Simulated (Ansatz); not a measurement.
# Find the missing element

Cell vectors (Å):

```
0.0000 2.8382 2.8382
2.8382 0.0000 2.8382
2.8382 2.8382 0.0000
```

```csv
atom,a,b,c
X,0.5000,0.5000,0.5000
X,0.7500,0.7500,0.7500
```

Theory: PBEsol, all-electron LAPW in Ansatz 0.2.0, scalar-relativistic. k mesh 14×14×14, strains of ±0.005, Fermi-Dirac smearing of 0.080 eV.

Elastic constants of a crystal by Kohn-Sham DFT: slopes of the stress over finite engineering strains of the given cell, Voigt indices, Cartesian axes as in the cell vectors.

```csv
index,elastic (GPa)
11,113.8
12,43.5
44,57
```

Task: All X atoms are one element. Which one was computed?

Result: Ge; the crystal is Ge (Fd-3m).

Keep in mind: the gap is closed or tiny at this level, so small that the run used smearing; responses move with mesh and smearing.
